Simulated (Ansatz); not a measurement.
LiBeF₃ under compression: one row to predict

The structure comes from a generated guess, relaxed at this level; another structure or a mixture of phases may lie lower.

The calculation used DFT PBE, scalar-relativistic, plane waves, PAW in Ansatz 0.2.0. Cutoff 420 eV, Γ-centred 8×6×6 mesh (5-atom cell), Gaussian smearing of 0.02 eV, no spin polarisation.

```
Li Be F
1.0
     2.76776    0.00000    0.00000
     0.00000    2.61433    4.08306
     0.00000   -2.61433    4.08306
Li Be F
1 1 3
Direct
  0.50000 0.69391 0.69391
  0.00000 0.05475 0.05475
  0.00000 0.90517 0.40093
  0.00000 0.40093 0.90517
  0.50000 0.94457 0.94457
```

The cell was set to several volumes, with shape and atoms relaxed at each where symmetry leaves them free. Pressure is positive in compression, and energies count from the lowest row.

```
row  V (Å³/atom)  P (GPa)  ΔE (meV/atom)  gap on mesh (eV)
  1       10.400     6.52           26.2              7.87
  2       10.754        ?              ?                 ?
  3       11.109     2.82            5.9              7.70
  4       11.463     1.31            1.4              7.61
  5       11.818     0.01            0.0              7.53
  6       12.172    -1.09            1.1              7.46
  7       12.527    -1.81            4.3              7.38
  8       13.000    -2.20           10.3              7.31
```

Problem. Find B = −V·ΔP/ΔV from rows 4 and 6 and from rows 1 and 3, and from the two its slope B′ and its value B0 at zero pressure.

Solution. Rows 4 and 6 give −(11.463 + 12.172)/2 × (-1.09 − (1.31))/(12.172 − 11.463) = 40.0 GPa at a mean pressure of 0.11 GPa. Rows 1 and 3 give −(10.400 + 11.109)/2 × (2.82 − (6.52))/(11.109 − 10.400) = 56.1 GPa at a mean pressure of 4.67 GPa. So B′ = (56.1 − 40.0)/(4.67 − (0.11)) = 3.53 and B0 = 40.0 − 3.53 × (0.11) = 39.6 GPa. A third-order Birch–Murnaghan fit to all the energies gives B0 = 35.8 GPa and B′ = 5.9.

Problem. Estimate the pressure and energy of row 2.

Solution. From row 5, V0 = 11.818 × (1 + (0.01)/39.6) = 11.821 Å³/atom. Murnaghan's form P = (B0/B′)·[(V0/V)^B′ − 1] gives (39.6/3.53) × [(11.821/10.754)^3.53 − 1] = 4.45 GPa; the computed pressure is 4.56 GPa, so the estimate is off by -0.11 GPa. The work of compression from row 3, with the mean of the two pressures, gives ΔE = 5.9 + (4.45 + 2.82)/2 × (11.109 − 10.754)/160.2 × 1000 = 14.0 meV/atom (1 eV/Å³ = 160.2 GPa); the computed value is 14.0 meV/atom.

Problem. Fit the gap against pressure through the other rows and estimate it at the computed pressure of row 2.

Solution. Over the 7 rows the mean pressure is 0.7943 GPa and the mean gap is 7.551 eV. The sums of products of deviations are S_xx = 57.07 and S_xy = 3.514, so the slope is 3.514/57.07 = 0.06157 (r = 0.98, rms misfit 0.03 eV). At 4.56 GPa the line gives 7.551 + (0.06157) × (4.56 − 0.7943) = 7.78 eV. The computed value is 7.79 eV, so the line is off by -0.01 eV, no more than the largest miss among the fitted rows (0.06 eV).

Kohn–Sham gaps at this level usually fall short of measured ones. All volumes keep the k mesh of the relaxed cell. This cell was reached by moving the atoms of another relaxed cell at random and relaxing again, last within the group found; it had no such test of its own.
